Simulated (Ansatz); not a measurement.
Consider the following.

SnMo2N:
Space group P6₃/mmc (No. 194); a = 3.218 Å, b = 3.218 Å, c = 12.922 Å, α = 90.00°, β = 90.00°, γ = 120.00°

```csv
atom,site,symmetry,x,y,z
Sn,2d,-6m2,0.6667,0.3333,0.2500
Mo,4f,3m.,0.3333,0.6667,0.0765
N,2a,-3m.,0.0000,0.0000,0.0000
```

This is the PBEsol-relaxed structure.

Problem. All from PBEsol in the plane-wave PAW code Ansatz, unless another level is named. Give the electronic character.

Solution. metallic (no gap).

Problem. Give the density of states at the Fermi level.

Solution. 0.71 states/eV per atom (mean over ±0.08 eV).

Problem. Predict the formation energy from the elements (no fitted shifts).

Solution. -143 meV/atom.

Space group P6_3/mmc. The start of the workflow was typed in or built on a structure type; neither database checked (COD, Materials Project) lists it. Whether it is the stable phase at ambient conditions was not checked. Symmetry was held in the PBEsol relaxation; whether a distortion lowers the energy is not shown. The workflow began spin-polarised and lost its moments. The references are the lowest solids computed at this level, not always the standard phases (solids in place of the gases). Spin–orbit coupling is left out wherever it is not named.

Potentials: the earlier of the program's two PAW sets. The files were generated under PBE; for other functionals the program regenerates the frozen cores, and for LDA and PBEsol the local potential too.
